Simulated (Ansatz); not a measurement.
## Run times of several calculations on SiO₂

Cell: 12 atoms, space group P4_12_12, a = 4.988 Å, b = 4.988 Å, c = 6.970 Å, α = 90.00°, β = 90.00°, γ = 90.00°.

All runs are DFT with Ansatz 0.2.0 on 1 thread of Arm Neoverse V2 (aarch64; 8 cores open to the job, memory cap 2.5 GiB, no GPU), a shared host.

Q: Rank the runs by wall time, shortest first.
A. relaxation of the ions, PBE, 420 eV, 5×5×4 k-points, smearing 0.02 eV
B. single point, PBE, 420 eV, 5×5×4 k-points, smearing 0.02 eV
C. single point at relaxed positions, r2SCAN, 500 eV, 5×5×4 k-points, smearing 0.02 eV

A: B (15 s, 0.4 GiB), C (35 s, 0.72 GiB), A (53 s, 0.43 GiB).
